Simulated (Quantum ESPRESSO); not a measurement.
# Ta3W3CuPt: one composition in several site orders

A calculation, not a measurement. The program is pw.x of Quantum ESPRESSO 7.5 (plane-wave density functional theory). The cell is made up: eight metal atoms on a hexagonal close-packed lattice, with elements, volume, strain and displacements drawn at random and not relaxed, so it may be unstable or far from any real phase. PseudoDojo standard norm-conserving files set the functional (PBE unless stated); there is no spin polarisation or spin-orbit coupling, the Fermi-Dirac width of 0.25 eV means electrons at about 2900 K, and the masses in the input are unused placeholders. The copper pseudopotential is less sure than most, with forces differing by about three percent and pressure by about two GPa from a second method on plain copper. Heavy elements are run without spin-orbit coupling, which real alloys of them have. A spin test at this wide smearing found no moment, but such smearing suppresses magnetism that the real alloy may have.

The runs put one composition on the sites in different orders. Cell, positions, cutoff, mesh and smearing stay as in the input of run 1; sites are counted in its order. Stress in the tables is positive in tension.

Input of run 1:

```
&control calculation='scf', pseudo_dir='./dojo.nc.sr.pbe.v0_5.standard.upf', outdir='./o', disk_io='minimal', tprnfor=.true., tstress=.true. /
&system ibrav=0, nat=8, ntyp=4, nbnd=76, ecutwfc=92.02030273, nosym=.true., tot_charge=0,
 occupations='smearing', smearing='fd', degauss=0.0183746611
/
&electrons conv_thr=1.470e-08, electron_maxstep=70, mixing_beta=0.5 /
ATOMIC_SPECIES
Cu 1.0 Cu.upf
Pt 1.0 Pt.upf
Ta 1.0 Ta.upf
W 1.0 W.upf
CELL_PARAMETERS angstrom
4.326 -2.5372 -0.0134
-2.8507 0.0333 -4.5986
2.8462 5.0089 -0.0337
ATOMIC_POSITIONS angstrom
Ta 0.0543 0.0094 -0.0478
W 1.3958 2.4058 0.0965
Cu -0.133 1.6746 -2.2695
Pt 1.3144 4.1446 -2.388
Ta 2.9134 -0.0116 -0.037
Ta 4.2541 2.5137 -0.0396
W 1.4628 -0.8279 -2.3358
W 2.8856 1.7465 -2.3458
K_POINTS automatic
5 5 4 1 1 1
```

| run | elements on sites 1 to 8 | free energy less that of run 1 (eV) | -TS (eV) | pressure (GPa) | stress xx (GPa) | stress yy (GPa) | stress zz (GPa) | stress yz (GPa) | stress xz (GPa) | stress xy (GPa) | iterations |
| --- | --- | --- | --- | --- | --- | --- | --- | --- | --- | --- | --- |
| 1 | Ta W Cu Pt Ta Ta W W | 0.000 | -1.634 | 0.07 | -1.08 | 3.15 | -2.29 | 0.05 | -0.84 | 3.24 | 20 |
| 2 | W Ta Cu W Pt Ta W Ta | 0.043 | -1.627 | 0.01 | 0.75 | 2.74 | -3.53 | 1.06 | -0.89 | -0.48 | 20 |
| 3 | W W Cu Ta Ta Pt Ta W | -0.051 | -1.650 | -0.04 | 0.50 | 3.85 | -4.22 | -0.82 | -2.41 | 1.93 | 22 |
| 4 | Ta Ta Pt W W Cu Ta W | 0.043 | -1.624 | 0.43 | 1.05 | 2.44 | -4.79 | -1.77 | -1.04 | -0.36 | 20 |
| 5 | Cu Pt W W Ta Ta W Ta | -0.321 | -1.535 | -0.04 | 1.10 | 4.13 | -5.12 | 1.17 | -1.24 | 1.94 | 21 |
| 6 | W W Ta Cu Ta Ta Pt W | 0.050 | -1.686 | 0.82 | 0.12 | 2.44 | -5.04 | -0.03 | 0.74 | -0.44 | 20 |

Forces Fx Fy Fz (eV/Å):

```
site              run 1              run 2              run 3              run 4              run 5             run 6
   1  -0.81 -0.51 -0.81  -0.83 -0.51 -0.93  -0.78 -0.39 -0.40  -1.16 -1.20 -0.33  -0.31 -0.11 -0.10  -0.58 -0.86 0.68
   2    0.10 0.95 -1.22   -0.20 0.41 -1.11    0.65 0.64 -1.22    1.35 1.33 -1.56   -0.25 0.97 -1.38   0.38 1.43 -1.35
   3    0.77 0.04 -0.17    0.69 -0.21 0.07   0.93 -0.07 -0.10   1.74 -0.19 -0.40    0.84 -0.94 0.40   0.92 -0.44 0.13
   4    0.99 -0.41 0.81    1.30 0.47 -0.08    0.45 -0.48 1.02    0.21 -0.38 0.19     0.78 0.18 1.25    0.45 0.03 0.58
   5    -0.16 0.25 0.63    -0.20 0.00 0.30    0.19 0.55 -0.12    -0.80 0.45 0.39   -0.30 -0.34 0.52   -0.45 0.18 0.83
   6    0.42 -0.94 0.47    0.79 -0.40 0.47    0.43 -0.72 0.27    0.40 -0.41 0.10    0.85 0.28 -0.01  0.84 -0.45 -0.48
   7    -0.26 0.53 0.10    -1.13 0.70 0.58    -0.61 0.72 0.81    -1.02 0.37 1.07    -0.85 0.14 0.11  -1.02 -0.47 0.14
   8    -1.05 0.07 0.19   -0.42 -0.45 0.70  -1.27 -0.25 -0.26    -0.73 0.04 0.55  -0.76 -0.17 -0.80  -0.54 0.58 -0.53
```

The sites are displaced and not relaxed, so the energy differences mix bonding between neighbours with strain and are not ordering energies. A rerun of one cell of this series at a higher cutoff and on a denser mesh moved values by no more than 0.006 eV in energy, 0.11 GPa in stress and 0.008 eV/Å in force, and a second program with other atomic files agreed on that cell to 2 % rms in force and 0.5 GPa in pressure.